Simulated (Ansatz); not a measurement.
GeSe (zinc blende, space group No. 216) under volume change, DFT-PBE in the program Ansatz with PAW potentials, scaled uniformly.

| V (Å³/atom) | E − E(relaxed) (meV/atom) | P (GPa) |
|---|---|---|
| 29.129 | 32.1 | 3.78 |
| 30.089 | 13.8 | 2.39 |
| 31.049 | 3.3 | 1.13 |
| 32.010 | 0.0 | 0.00 |
| 32.970 | 3.0 | -1.00 |
| 33.930 | 11.7 | -1.88 |
| 34.891 | 25.4 | -2.65 |

**Question.** What does a third-order Birch–Murnaghan fit give for V₀, B₀ and B′?

**Answer.** V₀ = 32.01 Å³/atom, B₀ = 35.1 GPa, B′ = 2.9.

Space group F-43m (zinc blende). A made-up cell: these elements were put on the sites of a structure type; neither database checked (COD, Materials Project) lists it. It is not the phase usual at ambient conditions (space group No. 62). Symmetry was held in the PBE relaxation; its stability against distortions is not shown here.

Potentials: the later of the program's two PAW sets.
